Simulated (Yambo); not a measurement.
CdClOH (space group P6_3mc, No. 186), G0W0@PBEsol in Yambo with this input:

```
rim_cut
gw0
dyson
el_el_corr
HF_and_locXC
ppa
em1d
RandQpts= 1000000
RandGvec= 1 Ry
EXXRLvcs= 102 Ry
VXCRLvcs= 408 Ry
Chimod= "HARTREE"
% BndsRnXp
 9 | 193 |
%
NGsBlkXp= 7 Ry
% LongDrXp
 1.0 | 1.0 | 1.0 |
%
PPAPntXp= 27.2114 eV
% GbndRnge
 1 | 193 |
%
GTermKind= "BG"
DysSolver= "n"
ExtendOut
```

On a 3×3×1 mesh, with wavefunctions cut at 102 Ry, the gap (Γ → Γ) is 4.378 eV and the valence edge shifts by -1.178 eV.

Task: What happens with this change: no random integration?

Result: The gap falls by 0.079 eV, to 4.299 eV; the shift of the valence edge becomes -0.939 eV. Neither run is shown to be the converged limit.

Spin-orbit coupling is not included.

Geometry relaxed with PBE+D3(BJ); primitive cell a = b = 3.697 Å, c = 10.185 Å, α = β = 90.00°, γ = 120.00°.

A shift is the quasiparticle energy of the state minus its PBEsol energy.
